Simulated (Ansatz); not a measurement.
## AlRu: from a starting cell to a relaxed one

The start is a generated trial cell of AlRu in the AFLOW prototype AB_oC8_63_c_c (B33, as in CrB). The structure is fully relaxed (lattice and positions, P = 0) with PBE (plane waves to 420 eV, PAW, scalar-relativistic; Ansatz, a quantum-chemistry and plane-wave program). The first steps use a coarse 10×10×10 k-mesh.

Starting cell:
```
AlRu
1.0
    1.68501    -4.45269     0.00000
    1.68501     4.45269     0.00000
    0.00000     0.00000     3.32068
Al Ru
2 2
Direct
  0.56400   0.43600   0.25000
  0.43600   0.56400   0.75000
  0.85475   0.14525   0.25000
  0.14525   0.85475   0.75000
```

```json
{
 "initial_pressure": "+43.6 GPa (positive: the cell is compressed)",
 "largest_initial_force": "8.02 eV/Å, on Al1, Al2 (atoms numbered as listed)",
 "energy_released": "1.06 eV/atom",
 "Shortest distances (start → end)": "The closest pairs of elements (up to four, under 3.6 Å), start → end: Al–Al 2.01 → 2.67 Å; Al–Ru 2.47 → 2.48 Å; Ru–Ru 3.01 → 2.99 Å",
 "band_gap_at_the_end": "zero (metallic)",
 "optimiser_moves": "15"
}
```

Final values are on a 16×16×11 k-mesh of the relaxed cell. No spin polarisation in the result.

The run could not lower the symmetry of its start; a shaken copy of this end point relaxes with PBE to Pm-3m (No. 221), 0.21 eV/atom lower.

The relaxed structure here is a generated cell of AlRu: the first start was made by placing the elements on the sites of a structure type, and the end was not matched to a known phase here, so it may be hypothetical.
